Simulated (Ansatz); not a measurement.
CdS (wurtzite)

```yaml
crystal:
  lattice:
    - [4.19618, 0.00000, 0.00000]
    - [-2.09809, 3.63400, 0.00000]
    - [0.00000, 0.00000, 6.82953]
  atoms:
    - { symbol: Cd, position: [0.33333, 0.66667, 0.99917] }
    - { symbol: Cd, position: [0.66667, 0.33333, 0.49917] }
    - { symbol: S, position: [0.33333, 0.66667, 0.37563] }
    - { symbol: S, position: [0.66667, 0.33333, 0.87563] }
```

The relaxed cell is deformed in two ways at once: its volume V is scaled, and at that volume it is stretched along z (the c axis of the conventional cell) so that c/a changes. Fractional atomic positions are held.

Method: PBE (plane waves to 420 eV, PAW, scalar-relativistic; Ansatz, a first-principles code). k mesh 9×9×5 (Γ-centred), Fermi-Dirac smearing 0.05 eV. Energies are smeared free energies. As the atoms are clamped, bonds stretch with the cell, which overstates energies and stresses. CdS was relaxed with its symmetry unable to fall.

Changes of ΔE (kJ/mol of atoms) from the point V/V₀ = 1.000, (c/a)/(c/a)₀ = 1.000 when one coordinate moves alone (two changes are said to add if the coupling is within 5 % of the smaller one, nearly so within 20 %):

| point | change |
|---|---|
| V/V₀ = 1.000, (c/a)/(c/a)₀ = 0.960 | 0.823 |
| V/V₀ = 1.000, (c/a)/(c/a)₀ = 0.980 | 0.198 |
| V/V₀ = 0.920, (c/a)/(c/a)₀ = 1.000 | 3.119 |
| V/V₀ = 0.960, (c/a)/(c/a)₀ = 1.000 | 0.721 |
| V/V₀ = 1.040, (c/a)/(c/a)₀ = 1.000 | 0.620 |
| V/V₀ = 1.080, (c/a)/(c/a)₀ = 1.000 | 2.313 |
| V/V₀ = 1.000, (c/a)/(c/a)₀ = 1.020 | 0.179 |
| V/V₀ = 1.000, (c/a)/(c/a)₀ = 1.040 | 0.692 |

Q: What is the change at V/V₀ = 0.920, (c/a)/(c/a)₀ = 1.040, where both move, and how far is it from the sum?

A: The sum of the single changes is 3.119 + (0.692) = 3.811; the calculation gives 4.007, so the coupling contributes 0.196 (over 20 % of the smaller single change, not additive).

Q: What is the change at V/V₀ = 0.920, (c/a)/(c/a)₀ = 0.980, where both move, and how far is it from the sum?

A: The sum of the single changes is 3.119 + (0.198) = 3.317; the calculation gives 3.371, so the coupling contributes 0.054 (over 20 % of the smaller single change, not additive).

Q: Do the two effects add at V/V₀ = 0.960, (c/a)/(c/a)₀ = 1.020? Give the computed change.

A: The sum of the single changes is 0.721 + (0.179) = 0.900; the calculation gives 0.925, so the coupling contributes 0.025 (under 20 % of the smaller single change, nearly additive).

(Under strain, the slope of the energy per volume gives the stress and its curvature an elastic modulus.)
